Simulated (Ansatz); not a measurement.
## LuTe2 (CdCl2-type structure): a workflow

The computed numbers are results of PBEsol, scalar-relativistic (no spin polarisation) in the plane-wave PAW code Ansatz at 420 eV, Γ-centred 10×10×10 mesh, 0.05 eV Gaussian smearing; PAW files: Ansatz's generated set soft_2.

The structure was built from a prototype; whether the compound forms in it isn't claimed.

The first cell:

```xyz
3
Lattice="2.2120 1.2771 6.6878 -2.2120 1.2771 6.6878 0.0000 -2.5542 6.6878" Properties=species:S:1:pos:R:3 pbc="T T T"
Lu    0.0000    0.0000    0.0000
Te    0.0000    0.0000    5.0560
Te    0.0000    0.0000   15.0074
```

The steps in volume:

```tsv
run	level	k-mesh	kind	V (Å³/atom)	P (GPa)	E − E(final) (meV/atom)	gap on the mesh (eV)
1	PBEsol	8×8×8	cell and atoms relaxed	31.69	0.0	1.2	metal
2	PBEsol	10×10×10	cell and atoms relaxed	31.74	0.0	0.0	metal
```

The final structure (symmetry read at 0.01 Å). The structure is trigonal, space group R-3m (No. 166). Conventional cell: a = 4.010 Å, b = 4.010 Å, c = 20.512 Å, α = 90.00°, β = 90.00°, γ = 120.00°. Lu (site symmetry -3m) has 6 Te at 2.96 Å as nearest neighbours. Te (site symmetry 3m) has 3 Lu at 2.96 Å as nearest neighbours. (Shells end 15 % past the nearest neighbour.)

At the final geometry the gap, band path included, is zero (metallic). Against the elements' standard states, run alike and uncorrected, the formation energy is -0.89 eV/atom. The runs in the table took roughly 12 core-minutes.

**What lies behind the numbers.**

The calculation's cell holds 57 valence electrons, an odd number. Without magnetic order each band takes two, so one stays part-filled and the crystal must be a metal. (Only strong correlation, outside this picture, could make a Mott insulator of it.) A formal count (Lu³⁺, Te²⁻) falls 1 electron a formula unit short of closing the anions' shells, so the anion bands keep holes, which fits the metal found.

No spin–orbit coupling, a notable omission for heavy elements. Spin polarisation wasn't tried. The structure is layered, and this functional has no dispersion term, so the layers' spacing is poorly fixed, often too long, and so is what hangs on it.
